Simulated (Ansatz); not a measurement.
Relaxed-ion elastic tensor of Au (hcp (Mg type), P6_3/mmc) in GPa (Voigt order), the program Ansatz at the LDA level (PAW); density 19.71 g/cm³, 16.59 Å³ per atom.

```json
[
 {"": "1", "1": "236", "2": "186", "3": "157", "4": "0.0", "5": "0.0", "6": "0.0"},
 {"": "2", "1": "186", "2": "236", "3": "157", "4": "0.0", "5": "0.0", "6": "0.0"},
 {"": "3", "1": "157", "2": "157", "3": "260", "4": "0.0", "5": "0.0", "6": "0.0"},
 {"": "4", "1": "0.0", "2": "0.0", "3": "0.0", "4": "27.9", "5": "0.0", "6": "0.0"},
 {"": "5", "1": "0.0", "2": "0.0", "3": "0.0", "4": "0.0", "5": "27.9", "6": "0.0"},
 {"": "6", "1": "0.0", "2": "0.0", "3": "0.0", "4": "0.0", "5": "0.0", "6": "25.0"}
]
```

Task: Is the crystal mechanically stable?

Result: Yes: the smallest eigenvalue of C is 25.0 GPa.

Task: Work out the Voigt, Reuss and Hill averages.

Result: K_V = 192, K_R = 192, K_H = 192; G_V = 31.7, G_R = 29.3, G_H = 30.5 GPa.

Task: Give Young's modulus, Poisson's ratio, Pugh's ratio and the universal anisotropy index.

Result: E = 9KG/(3K + G) = 86.8 GPa; ν = 0.42; K/G = 6.32 (ductile by the Pugh limit of 1.75); A_U = 5G_V/G_R + K_V/K_R − 6 = 0.41.

Task: Estimate the sound speeds and the Debye temperature.

Result: v_l = √((K + 4G/3)/ρ) = 3440 m/s, v_t = √(G/ρ) = 1240 m/s, mean 1410 m/s; Θ = (h/k)(3n/4πV)^(1/3) v_m = 165 K.

Task: How much does each axis shrink under pressure?

Result: Linear compressibilities β_i = Σ_j S_ij (j = 1 to 3): x 1.7, y 1.7, z 1.8 per TPa.

The workflow started from an entry of the Crystallography Open Database (COD), which files this formula under 2 space groups. It is not the phase usual at ambient conditions (space group No. 225). The cell was relaxed with LDA under the symmetry of its start; of distortions, only those at the zone centre were tested. As this level gives no gap, shear constants depend on the k-mesh and smearing (Fermi–Dirac, 0.1 eV here). On the denser mesh and wider smearing of the elastic run this cell carries a stress of 0.8 GPa. Spin–orbit coupling is left out wherever it is not named.

Potentials: the earlier of the program's two PAW sets.
